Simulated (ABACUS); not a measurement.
Input and output of a self-consistent single point for BaTiO₃ (Pm-3m, 5 atoms in the cell; from Materials Project mp-2998) (ABACUS).

Computed with PBE, numerical atomic orbitals DZP (confined pseudo-atomic orbitals with Gaussian additions; energy shift 0.01 Ry), PseudoDojo 0.5 standard norm-conserving PBE (tails mended) pseudopotentials in ABACUS 3.10.1.

```xyz
5
Lattice="4.0077 0.0000 0.0000 0.0000 4.0077 0.0000 0.0000 0.0000 4.0077" Properties=species:S:1:pos:R:3 pbc="T T T"
Ba     2.0038     2.0038     2.0038
Ti     0.0000     0.0000     0.0000
O      2.0038     0.0000     0.0000
O      0.0000     2.0038     0.0000
O      0.0000     0.0000     2.0038
```

Reference input (self-consistent single point, DFT, PBE, numerical atomic orbitals DZP (confined pseudo-atomic orbitals with Gaussian additions; energy shift 0.01 Ry), PseudoDojo 0.5 standard norm-conserving PBE (tails mended) pseudopotentials): basis = DZP numerical atomic orbitals, energy shift 0.01 Ry; KPT = Gamma 4 4 4 0 0 0; basis_type = lcao; ecutwfc = 100 Ry; smearing_method = fd; smearing_sigma = 0.00146997 Ry; potentials = PseudoDojo 0.5 standard norm-conserving PBE (tails mended); symmetry = 1; ks_solver = genelpa; scf_nmax = 100; scf_thr = 1.0e-07; mixing_type = broyden. This run's input differs from it in these lines:

```diff
@@ -6,3 +6,3 @@
 orbital_dir          ./
-ecutwfc              100.0
+ecutwfc              90.0
 symmetry             1
```

Log, with long lists cut:

```
 SELF-CONSISTENT
 -------------------------------------------

                  longest orb rcut (Bohr) = 9.9
   longest nonlocal projector rcut (Bohr) = 2.14
                     search radius (Bohr) = 24.1

                          real space grid = [ 45, 45, 45 ]
                                 init_chg = atomic

 LCAO ALGORITHM --------------- ION=   1  ELEC=   1--------------------------------

 Density error is 0.145556515812
 E_KohnSham     -273.4919938056      -3721.0494731362
 E_Fermi        0.7135170176         9.7078970596

 LCAO ALGORITHM --------------- ION=   1  ELEC=   2--------------------------------

   [... lines left out ...]

   [... 8 blocks of this kind left out ...]

 LCAO ALGORITHM --------------- ION=   1  ELEC=  11--------------------------------

 Density error is 2.48263164271e-07
 E_KohnSham     -274.5055149108      -3734.8391352113
 E_Fermi        0.8337406452         11.3436234287

 LCAO ALGORITHM --------------- ION=   1  ELEC=  12--------------------------------

 Density error is 6.91681001045e-08
 E_KohnSham     -274.5055149108      -3734.8391352113
 E_KS(sigma->0) -274.5055149108      -3734.8391352113
 E_entropy(-TS) 0.0000000000         0.0000000000
 E_Fermi        0.8337407906         11.3436254073
 charge density convergence is achieved
 final etot is -3734.8391352 eV
 EFERMI = 11.343625407 eV

 STATE ENERGY(eV) AND OCCUPATIONS    NSPIN == 1
   [... 27 lines left out ...]

 TOTAL-FORCE (eV/Angstrom)
                       Ba1         0.0000000000         0.0000000000         0.0000000000
                       Ti1         0.0000000000         0.0000000000         0.0000000000
                        O1         0.0000000000         0.0000000000         0.0000000000
                        O2         0.0000000000         0.0000000000         0.0000000000
                        O3         0.0000000000         0.0000000000         0.0000000000

 TOTAL-STRESS (KBAR)
        13.1221088051         0.0000000000        -0.0000000000
         0.0000000000        13.1221088051         0.0000000000
        -0.0000000000         0.0000000000        13.1221088051
 TOTAL-PRESSURE: 13.122109 KBAR

 --------------------------------------------
 !FINAL_ETOT_IS -3734.8391352112525965 eV
 --------------------------------------------
```

The run converged in 12 iterations. Against the reference run the free energy stays essentially unchanged (within 1 meV/atom), the pressure goes from 0.97 to 1.31 GPa and the gap on the mesh hardly changes (1.657 to 1.656 eV).

The atom-centred basis is finite, which shifts total energies, pressures and gaps against plane waves. This run is one point of a test of settings, so its values need not be converged; read them against the reference run alone. The structure comes from a collection of computed structures, made at another level of theory; the collection holds predicted forms beside known ones.

Cost on one core: about 28 core-seconds (a rough figure).

The atomic orbitals were generated for these runs; they are not ABACUS's published sets and were checked against plane waves on a few crystals only.

“Tails mended”: in these copies of the files the far tail of each local potential was reset to the Coulomb form.
